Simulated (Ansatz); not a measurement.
An Ansatz input:

```yaml
crystal:
  lattice:
    - [-4.2636751593, 4.2642906834, 1.7662421654]
    - [4.2642906834, -4.2636751593, 1.7662421654]
    - [2.3053600906, 2.3053600906, -1.7651148317]
  atoms:
    - { symbol: Yb, position: [4.1093e-06, 0.9999958907, 1.0] }
    - { symbol: Yb, position: [0.7499958907, 0.2500041093, 0.5] }
hamiltonian:
  xc: r2scan
  pseudopotentials:
    kind: paw_fr
    azcp:
      Yb: "pseudopotentials/Yb.paw.azcp"
basis:
  ecutwfc: 500
  fft_grid_basis: typed
kpoints:
  mp_grid: { grid: [10, 10, 10], shift: [0, 0, 0] }
magnetization:
  noncollinear: true
  spin_orbit: true
scf:
  occupations: { method: fermi_dirac, width: 0.1 }
```

and its output:

```
band count auto-derived: 60, from the close of a first SCF at 58 (N_el = 48.0; filled up to band 48; 58 by the electrons, moments and atoms)
Engine: ansatz 0.2.0, x86_64-unknown-linux-gnu
Pseudopotentials: kind: paw_fr
Pseudopotential: Yb, paw_fr, valence charge 24, recommended cutoff 500 eV (meta_gga) 
Functional definition: r2SCAN
  parameter k0 = 0.174
  parameter k1 = 0.065
  parameter a1 = 4.9479
  exchange = r2scan_x(k0 = k0, k1 = k1, a1 = a1)
  correlation = r2scan_c
non-collinear run that drives no moment, with spin-orbit: no starting moment large enough to seed its density (crystal.atoms[].spin), no starting occupations that ask for one, no magnetisation constraint and no magnetic field, so the semilocal B_xc is pinned to zero
Crystal: 2 atoms, lattice volume = 69.458 Å³
Basis set: ecut = 500 eV, 1765 PW (Γ), exchange–correlation on 192×192×120 points (64 copies of the dense FFT grid, shifted against one another)
Bands: 58, of which v1, the nominal top of the filled ones, is band 48 counted from 1 (47 counted from 0)
Symmetry: 4 space group operations + 4 with time reversal
Magnetic group: BNS 15.86 (UNI 93), of the structure as read, at distance tolerance 4.1e-5 Å
k-points: 282 of 1000
Projection manifold: j_resolved (fully-relativistic pseudo-atomic orbitals)
Non-local potential: Yb, projectors of the file, l = 0: 3, l = 1: 4, l = 2: 4, l = 3: 6
PAW form: soft (Blöchl's): semilocal exchange-correlation on the pseudo side does not see the compensation charge
PAW frozen core: Yb, regenerated for the run's functional (the file was generated under x = pbe(κ = 0.804, μ = 0.2195149727645171), c = pbe(β = 0.06672455060314922))
PAW one-centre angular grid: Yb, 2702 points (default); XC on 224 Gauss nodes
Initial density: superposition of atomic densities (chi_scale 0.1, normalization cell)
Initial wavefunctions: pseudopotential atomic-orbital guess
Functional: x = r2scan, c = r2scan; τ floored in thin density (d = 2e-4 eV/Å³)
iter 1 solved again at ethr=6.11e-4 eV; its pass at ethr=3.10e-3 eV (dr2=2.93e-1 eV) is discarded
SCF iter   1: F=—  HF=-27563.823387 eV  |F-HF|=—  |Δ(HF+E_count)|=         —  Δρ=2.35e-2  dr2=2.92e-1  dr2_τ=1.22e-3  dr2_m=0.00e0 (ungated)  ethr=6.11e-4  |M|=0.00e0 ∫|m|=0.00e0 μB  |m|>n=0.0e0 m-floor=0.0e0 τ_xc=0.0e0  β_m=0.30  ⟨swp⟩=1.0  Hψ=45852  notcnv=0
spin=Noncollinear: Kerker preconditioning applied to the charge; magnetization (m_x, m_y, m_z) channels mix plain (no charge-response kernel on spin).
SCF iter   2: F=—  HF=-27564.249889 eV  |F-HF|=—  |Δ(HF+E_count)|=   4.27e-1  Δρ=1.07e-1  dr2=6.70e0  dr2_τ=5.32e-3  dr2_m=0.00e0 (ungated)  ethr=6.08e-4  |M|=0.00e0 ∫|m|=0.00e0 μB  |m|>n=0.0e0 m-floor=0.0e0 τ_xc=0.0e0  β_m=0.13  ⟨swp⟩=3.0  Hψ=16796  notcnv=0  recentre
SCF iter   3: F=—  HF=-27563.881957 eV  |F-HF|=—  |Δ(HF+E_count)|=   3.68e-1  Δρ=1.29e-2  dr2=9.88e-2  dr2_τ=9.45e-4  dr2_m=0.00e0 (ungated)  ethr=6.08e-4  |M|=0.00e0 ∫|m|=0.00e0 μB  |m|>n=0.0e0 m-floor=0.0e0 τ_xc=0.0e0  β_m=0.10  ⟨swp⟩=3.0  Hψ=15948  notcnv=0
SCF iter   4: F=—  HF=-27563.889835 eV  |F-HF|=—  |Δ(HF+E_count)|=   7.88e-3  Δρ=1.06e-2  dr2=8.29e-2  dr2_τ=9.01e-4  dr2_m=0.00e0 (ungated)  ethr=2.06e-4  |M|=0.00e0 ∫|m|=0.00e0 μB  |m|>n=0.0e0 m-floor=0.0e0 τ_xc=0.0e0  β_m=0.25  ⟨swp⟩=2.8  Hψ=13977  notcnv=0
SCF iter   5: F=—  HF=-27563.914782 eV  |F-HF|=—  |Δ(HF+E_count)|=   2.49e-2  Δρ=6.33e-3  dr2=2.18e-2  dr2_τ=2.60e-3  dr2_m=0.00e0 (ungated)  ethr=1.73e-4  |M|=0.00e0 ∫|m|=0.00e0 μB  |m|>n=0.0e0 m-floor=0.0e0 τ_xc=0.0e0  β_m=0.34  ⟨swp⟩=2.8  Hψ=13840  notcnv=0
SCF iter   6: F=—  HF=-27563.913284 eV  |F-HF|=—  |Δ(HF+E_count)|=   1.50e-3  Δρ=1.39e-3  dr2=5.26e-4  dr2_τ=4.43e-6  dr2_m=0.00e0 (ungated)  ethr=4.55e-5  |M|=0.00e0 ∫|m|=0.00e0 μB  |m|>n=0.0e0 m-floor=0.0e0 τ_xc=0.0e0  β_m=0.67  ⟨swp⟩=2.0  Hψ=14919  notcnv=0
SCF iter   7: F=—  HF=-27563.914584 eV  |F-HF|=—  |Δ(HF+E_count)|=   1.30e-3  Δρ=4.36e-3  dr2=1.21e-2  dr2_τ=2.21e-5  dr2_m=0.00e0 (ungated)  ethr=1.10e-6  |M|=0.00e0 ∫|m|=0.00e0 μB  |m|>n=0.0e0 m-floor=0.0e0 τ_xc=0.0e0  β_m=0.67  ⟨swp⟩=2.0  Hψ=15039  notcnv=0
SCF iter   8: F=—  HF=-27563.913780 eV  |F-HF|=—  |Δ(HF+E_count)|=   8.03e-4  Δρ=8.51e-4  dr2=4.48e-4  dr2_τ=7.01e-7  dr2_m=0.00e0 (ungated)  ethr=1.10e-6  |M|=0.00e0 ∫|m|=0.00e0 μB  |m|>n=0.0e0 m-floor=0.0e0 τ_xc=0.0e0  β_m=0.65  ⟨swp⟩=2.0  Hψ=14699  notcnv=0
SCF iter   9: F=—  HF=-27563.913754 eV  |F-HF|=—  |Δ(HF+E_count)|=   2.67e-5  Δρ=2.44e-4  dr2=3.11e-5  dr2_τ=7.85e-8  dr2_m=0.00e0 (ungated)  ethr=9.32e-7  |M|=0.00e0 ∫|m|=0.00e0 μB  |m|>n=0.0e0 m-floor=0.0e0 τ_xc=0.0e0  β_m=0.82  ⟨swp⟩=1.0  Hψ=8267  notcnv=0
SCF iter  10: F=—  HF=-27563.913782 eV  |F-HF|=—  |Δ(HF+E_count)|=   2.83e-5  Δρ=1.09e-4  dr2=6.15e-6  dr2_τ=4.30e-8  dr2_m=0.00e0 (ungated)  ethr=6.48e-8  |M|=0.00e0 ∫|m|=0.00e0 μB  |m|>n=0.0e0 m-floor=0.0e0 τ_xc=0.0e0  β_m=0.81  ⟨swp⟩=2.1  Hψ=10700  notcnv=0
SCF iter  11: F=—  HF=-27563.913782 eV  |F-HF|=—  |Δ(HF+E_count)|=   1.66e-7  Δρ=1.06e-4  dr2=6.37e-6  dr2_τ=2.29e-8  dr2_m=0.00e0 (ungated)  ethr=1.28e-8  |M|=0.00e0 ∫|m|=0.00e0 μB  |m|>n=0.0e0 m-floor=0.0e0 τ_xc=0.0e0  β_m=0.68  ⟨swp⟩=1.6  Hψ=11049  notcnv=0
SCF iter  12: F=—  HF=-27563.913782 eV  |F-HF|=—  |Δ(HF+E_count)|=   5.55e-7  Δρ=1.03e-5  dr2=8.63e-8  dr2_τ=4.47e-10  dr2_m=0.00e0 (ungated)  ethr=2.08e-10  |M|=0.00e0 ∫|m|=0.00e0 μB  |m|>n=0.0e0 m-floor=0.0e0 τ_xc=0.0e0  β_m=0.76  ⟨swp⟩=2.7  Hψ=25172  notcnv=0
SCF iter  13: F=—  HF=-27563.913782 eV  |F-HF|=—  |Δ(HF+E_count)|=   4.99e-8  Δρ=1.27e-5  dr2=7.97e-8  dr2_τ=2.60e-10  dr2_m=0.00e0 (ungated)  ethr=1.80e-10  |M|=0.00e0 ∫|m|=0.00e0 μB  |m|>n=0.0e0 m-floor=0.0e0 τ_xc=0.0e0  β_m=0.88  ⟨swp⟩=3.0  Hψ=22276  notcnv=0
```

The run was cut off at its time limit.
